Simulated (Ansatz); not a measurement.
Relaxation of a generated trial cell of TiTe2 in the cotunnite structure type; 12 atoms in the cell, which starts as Pnma (No. 62), oP12; a = 7.270 Å, b = 4.326 Å, c = 8.629 Å, α = 90.00°, β = 90.00°, γ = 90.00°. Method: PBEsol (plane waves to 420 eV, PAW, scalar-relativistic; Ansatz, a first-principles code). Γ-centred k-mesh 3×5×3 on the run's cell (coarser than for final values), Fermi–Dirac smearing 0.05 eV. This is the first round of the run. 

The optimiser's lines from the output (shortened; P is positive under compression):

```
relax step   1: F+E_penalty+E_count = -65112.44629077 eV  Δ(F+E_penalty+E_count) = +0.000e0 eV  max|allowed force component| = 9.654e-1 eV/Å  Δτ_max = 0.0000 Å  P = +4.546 GPa  Ω = 271.355 Å³  (7 SCF iters, dr2 threshold 1.00e-7 eV, accepted)
relax step   2: F+E_penalty+E_count = -65113.10269551 eV  Δ(F+E_penalty+E_count) = -6.564e-1 eV  max|allowed force component| = 6.347e-1 eV/Å  Δτ_max = 0.1897 Å  P = -2.072 GPa  Ω = 290.850 Å³  (7 SCF iters, dr2 threshold 1.20e-6 eV, accepted)
relax step   3: F+E_penalty+E_count = -65113.47229935 eV  Δ(F+E_penalty+E_count) = -3.696e-1 eV  max|allowed force component| = 1.206e-1 eV/Å  Δτ_max = 0.0666 Å  P = -0.911 GPa  Ω = 284.073 Å³  (6 SCF iters, dr2 threshold 1.20e-6 eV, accepted)
relax step   4: F+E_penalty+E_count = -65113.73026564 eV  Δ(F+E_penalty+E_count) = -2.580e-1 eV  max|allowed force component| = 1.719e-1 eV/Å  Δτ_max = 0.0391 Å  P = +0.032 GPa  Ω = 276.846 Å³  (6 SCF iters, dr2 threshold 1.20e-6 eV, accepted)
relax step   5: F+E_penalty+E_count = -65113.88517024 eV  Δ(F+E_penalty+E_count) = -1.549e-1 eV  max|allowed force component| = 1.681e-1 eV/Å  Δτ_max = 0.0387 Å  P = +0.101 GPa  Ω = 271.672 Å³  (6 SCF iters, dr2 threshold 1.20e-6 eV, accepted)
relax step   6: F+E_penalty+E_count = -65113.89621911 eV  Δ(F+E_penalty+E_count) = -1.105e-2 eV  max|allowed force component| = 8.752e-2 eV/Å  Δτ_max = 0.0604 Å  P = -0.022 GPa  Ω = 270.303 Å³  (6 SCF iters, dr2 threshold 1.20e-6 eV, accepted)
relax step   7: F+E_penalty+E_count = -65113.90166316 eV  Δ(F+E_penalty+E_count) = -5.444e-3 eV  max|allowed force component| = 3.376e-2 eV/Å  Δτ_max = 0.0218 Å  P = -0.022 GPa  Ω = 270.682 Å³  (6 SCF iters, dr2 threshold 4.79e-7 eV, accepted)
relax step   8: F+E_penalty+E_count = -65113.90187193 eV  Δ(F+E_penalty+E_count) = -2.088e-4 eV  max|allowed force component| = 2.211e-2 eV/Å  Δτ_max = 0.0083 Å  P = +0.014 GPa  Ω = 270.623 Å³  (6 SCF iters, dr2 threshold 7.12e-8 eV, accepted)
relax step   9: F+E_penalty+E_count = -65113.90216489 eV  Δ(F+E_penalty+E_count) = -2.930e-4 eV  max|allowed force component| = 9.656e-4 eV/Å  Δτ_max = 0.0035 Å  P = -0.001 GPa  Ω = 270.614 Å³  (6 SCF iters, dr2 threshold 3.06e-8 eV, accepted)
relax step  10: F+E_penalty+E_count = -65113.90589398 eV  Δ(F+E_penalty+E_count) = -3.729e-3 eV  max|allowed force component| = 7.296e-4 eV/Å  Δτ_max = 0.0000 Å  P = +0.028 GPa  Ω = 270.614 Å³  stress off target by 4.77e-2 GPa  SCF on the basis re-selected at this cell (its energy is not comparable with the rows above)  (6 SCF iters)
relax step  11: F+E_penalty+E_count = -65113.90590194 eV  Δ(F+E_penalty+E_count) = -7.957e-6 eV  max|allowed force component| = 1.684e-3 eV/Å  Δτ_max = 0.0007 Å  P = -0.020 GPa  Ω = 270.737 Å³  (6 SCF iters, dr2 threshold 5.69e-9 eV, accepted)
relax step  12: F+E_penalty+E_count = -65113.90591942 eV  Δ(F+E_penalty+E_count) = -1.749e-5 eV  max|allowed force component| = 3.820e-4 eV/Å  Δτ_max = 0.0002 Å  P = -0.001 GPa  Ω = 270.672 Å³  (6 SCF iters, dr2 threshold 1.55e-9 eV, accepted)
relax step  13: F+E_penalty+E_count = -65113.90593264 eV  Δ(F+E_penalty+E_count) = -1.322e-5 eV  max|allowed force component| = 3.819e-4 eV/Å  Δτ_max = 0.0000 Å  P = -0.001 GPa  Ω = 270.672 Å³  stress off target by 1.39e-3 GPa  SCF on the basis re-selected at this cell (its energy is not comparable with the rows above)  (8 SCF iters)
```

From the first to the last row the energy changes by -0.12 eV/atom and the volume by -0.3 %. The last row is marked as not comparable with the walk above it, whose basis was carried along; it does compare with step 1, since both stand on a basis selected at the nominal cutoff for their own cell.

Later rounds, restarted from the end of this one on a renewed k-mesh, logged 4 more steps and released under 0.01 eV/atom more. The final structure after all rounds: Pnma (No. 62), oP12, AFLOW prototype A2B_oP12_62_2c_c (C23, as in PbCl2); a = 7.770 Å, b = 3.767 Å, c = 9.230 Å, α = β = γ = 90.00°. Between re-selections the logged energies stand on a plane-wave basis carried along with the cell. No spin polarisation in the result.

The run could not lose the symmetry of its start, so the end can be a saddle point.

The relaxed structure here is a generated cell of TiTe2: the first start was made by placing the elements on the sites of a structure type, and the end was not matched to a known phase here, so it may be hypothetical. Known forms of TiTe2 include space group No. 164.
